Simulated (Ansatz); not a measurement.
Input:

CrAgO₂:
```cif
data_AgCrO2
_chemical_formula_sum 'Cr1 Ag1 O2'
_space_group_name_H-M_alt 'P 1'
_space_group_IT_number 1
_cell_length_a 6.42067
_cell_length_b 6.42067
_cell_length_c 6.42067
_cell_angle_alpha 26.932
_cell_angle_beta 26.932
_cell_angle_gamma 26.932
loop_
_space_group_symop_operation_xyz
  'x, y, z'
loop_
_atom_site_label
_atom_site_type_symbol
_atom_site_fract_x
_atom_site_fract_y
_atom_site_fract_z
_atom_site_occupancy
Cr1 Cr 0.50000 0.50000 0.50000 1
Ag1 Ag 0.00000 0.00000 0.00000 1
O1 O 0.88678 0.88678 0.88678 1
O2 O 0.11322 0.11322 0.11322 1
```
The run is spin-polarised; directions of the spins, atom by atom: ↑ 0 0 0.

This is the r²SCAN-relaxed structure.

All from DFT-r²SCAN in the program Ansatz with PAW potentials, unless another level is named. Give the hole effective mass.

1.6, 2.3, 13 mₑ (principal values).

Next, the smallest direct gap on the standard path?

1.88 eV.

Next, the conduction-band minimum?

at Γ.

Space group R-3m. The workflow started from a Materials Project entry (that database holds measured and hypothetical structures alike); the Crystallography Open Database files this formula in space group No. 166, but the cells were not matched. Its standing as an ambient phase is unchecked. The r²SCAN relaxation kept the symmetry of its start; whether a distortion lowers the energy is not shown. Spin order of the final state: ferromagnetic, the only order run, not a proven ground state. Other orbital occupations within this spin state were not tried. No Hubbard U is applied. Scalar-relativistic: spin–orbit coupling is off unless named, which matters more the heavier the elements.

Potentials: the later of the program's two PAW sets.
